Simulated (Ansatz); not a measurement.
An elastic tensor (GPa, Voigt order, standard axes) from PBEsol (plane waves, PAW; program Ansatz):

```
1070   140   140   0.0   0.0   0.0
 140  1070   140   0.0   0.0   0.0
 140   140  1070   0.0   0.0   0.0
 0.0   0.0   0.0   573   0.0   0.0
 0.0   0.0   0.0   0.0   573   0.0
 0.0   0.0   0.0   0.0   0.0   573
```

### Question
Which of these materials gives this?
A. W, bcc (W type)
B. Sr, fcc (Cu type)
C. C, diamond
D. Al, fcc (Cu type)

### Answer
C, C, diamond

Space group Fd-3m (diamond). The PBEsol relaxation kept the symmetry of its start.

Potentials: the later of the program's two PAW sets.
